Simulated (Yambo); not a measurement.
G0W0@PBEsol for AgI (wurtzite, space group P6_3mc, No. 186) in Yambo. Reference settings: 3×3×2 Γ-centred k mesh, bands 9 to 204 and a 7 Ry block in the screening, 204 bands in G with the Bruneval-Gonze terminator, plasmon pole fitted at 27.2 eV. The PBEsol gap Γ → Γ on this mesh is 1.23 eV; G0W0 gaps are taken between the same points.

The settings were changed. The gap went from 2.37 eV to 2.29 eV, and the shift of the valence edge from -0.76 eV to -0.60 eV.

Which change was made?
A) 132 bands in G
B) 78 bands in W, 78 bands in G
C) no terminator
D) 132 bands in W, 132 bands in G

C, no terminator. The others gave (gap, valence shift): 132 bands in W, 132 bands in G: 2.40, -0.68 eV; 132 bands in G: 2.38, -0.75 eV; 78 bands in W, 78 bands in G: 2.50, -0.55 eV.

Spin-orbit coupling is not included.

Geometry relaxed with PBEsol; primitive cell a = b = 4.5566 Å, c = 7.4443 Å, α = β = 90.00°, γ = 120.00°.

A shift is the quasiparticle energy of the state minus its PBEsol energy.
